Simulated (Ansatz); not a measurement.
PbO (P4/nmm), relaxed with LDA (Ansatz, an electronic-structure program, plane waves, PAW): a = 3.9437 Å, b = 3.9437 Å, c = 4.8929 Å, α = 90.00°, β = 90.00°, γ = 90.00°.

```
Property                              Result
------------------------------------  ------
gap (eV)                                1.05
ΔH_f (eV/atom)                         -1.14
B₀ by P(V) fit (GPa)                    24.6
ε∞                                      6.82
ε0                                      16.1
highest Γ mode, no LO–TO term (cm⁻¹)     422
```

The same phase is relaxed and computed with r²SCAN+D4 in the same code. What are the cell and these values now?

a = 3.9842 Å, b = 3.9842 Å, c = 5.1198 Å, α = 90.00°, β = 90.00°, γ = 90.00°.

gap (eV): 1.64
ΔH_f (eV/atom): -1.24
B₀ by P(V) fit (GPa): 19.3
ε∞: 5.86
ε0: 15.5
highest Γ mode, no LO–TO term (cm⁻¹): 417

Weakly bound layers, chains or molecules computed without a dispersion correction, so cells and soft constants are ill determined: PbO, P4/nmm (Pb on 2c, O on 2a) with LDA. All cells were relaxed under the symmetry of their starts (and spin orders); stability against distortions was not tested throughout. Spin–orbit coupling is left out wherever it is not named.

Potentials: the later of the program's two PAW sets.

Ansatz is a plane-wave DFT program.

Formation energies count from the lowest solids of the elements computed at the same level, not from gases.
